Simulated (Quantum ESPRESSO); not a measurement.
Parts of the isotropic shielding in TiO2, by PBE GIPAW on JTH datasets (Quantum ESPRESSO, modified build), 22.5 Ha, k-mesh 6×6×9 shifted:

```
CELL_PARAMETERS angstrom
      4.59984     0.00000     0.00000
      0.00000     4.59984     0.00000
      0.00000     0.00000     2.95921
ATOMIC_POSITIONS crystal
  Ti 0.50000 0.50000 0.00000
  Ti 0.00000 0.00000 0.50000
  O  0.69568 0.69568 0.50000
  O  0.30432 0.30432 0.50000
  O  0.80432 0.19568 0.00000
  O  0.19568 0.80432 0.00000
```
The cell comes from the Materials Project (a computed structure). It is TiO2 in P4₂/mnm. Stability against distortions was not tested. The run has no spin polarisation.

The core term is that of the free atom's frozen core; the paramagnetic column sums the reconstruction terms. These are absolute shieldings with no macroscopic susceptibility term; δ = σ_ref − σ needs a reference computed alike. By our sweeps, such settings leave a few ppm in absolute σ. The structure is static (0 K, no zero-point motion).

| site | core | bare (smooth current) | diamagnetic correction | paramagnetic corrections | σ_iso (ppm) |
|---|---|---|---|---|---|
| Ti (atoms 1, 2) | 1409.5 | -79.7 | 144.3 | … | … |
| O (atoms 3, 4, 5, 6) | 271.1 | -91.2 | 26.2 | … | … |

Question: Complete the blanks.

Answer: 
- Ti (atoms 1, 2), paramagnetic corrections: -1663.4
- Ti (atoms 1, 2), σ_iso (ppm): -189.3
- O (atoms 3, 4, 5, 6), paramagnetic corrections: -602.2
- O (atoms 3, 4, 5, 6), σ_iso (ppm): -396.2
